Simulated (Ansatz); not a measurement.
With LDA in the plane-wave PAW code Ansatz, HfO₂ in the orthorhombic phase (Pca2_1; Hf on 4a, O on 4a, O on 4a) relaxes to a = 5.181 Å, b = 4.976 Å, c = 4.996 Å. O on 4a has 3 nearest neighbours from 2.02 Å (trigonal planar). Against the elements it lies at -3.66 eV/atom, with no fitted shifts.

The Kohn–Sham gap is 4.33 eV (indirect). The electron mass is 1.3, 1.6, 4.8 mₑ (principal values).

Born charges are Hf +5.24, O -2.65 to -2.58 e. The phonon dispersion is stable (no imaginary branch). Without the LO–TO term the highest mode at Γ lies at 742 cm⁻¹.

The LDA relaxation kept the symmetry of its start. The run is not spin-polarised. The references are the lowest solids computed at this level, not always the standard phases (solids in place of the gases). Scalar-relativistic: spin–orbit coupling is off unless named, which matters more the heavier the elements.

Potentials: the later of the program's two PAW sets.
